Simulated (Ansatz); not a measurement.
SrMgF4:
```xyz
12
Lattice="1.9650 -7.2423 0.0000 1.9650 7.2423 0.0000 0.0000 0.0000 5.6063" Properties=species:S:1:pos:R:3 pbc="T T T"
Sr     1.9650     2.3148     0.2200
Sr     1.9650    -2.3148     3.0232
Mg     1.9650    -6.0258     3.3349
Mg     1.9650     6.0258     0.5317
F      1.9650    -4.9042     1.7275
F      1.9650     4.9042     4.5307
F      1.9650     6.7312     2.4319
F      1.9650    -6.7312     5.2350
F      1.9650    -4.3144     4.4134
F      1.9650     4.3144     1.6103
F      1.9650     1.2433     3.4745
F      1.9650    -1.2433     0.6713
```

Plane-wave PAW PBEsol (Ansatz code) gives a gap of 6.80 eV without spin–orbit coupling, maximum on the S–R line, 46 % of the way from S, minimum at Γ.

What happens when spin–orbit coupling is switched on?

The gap shrinks by 0.01 eV, to 6.79 eV; maximum on the S–R line, 50 % of the way from S, minimum at Γ.

Space group Cmc2_1. The first step of the workflow began from a Materials Project structure, measured or hypothetical; the Crystallography Open Database files this formula in space group No. 36, but the cells were not matched. Whether it is the stable phase at ambient conditions was not checked. The PBEsol relaxation kept the symmetry of its start; whether a distortion lowers the energy is not shown.

Potentials: the earlier of the program's two PAW sets. The files were generated under PBE; for other functionals the program regenerates the frozen cores, and for LDA and PBEsol the local potential too.
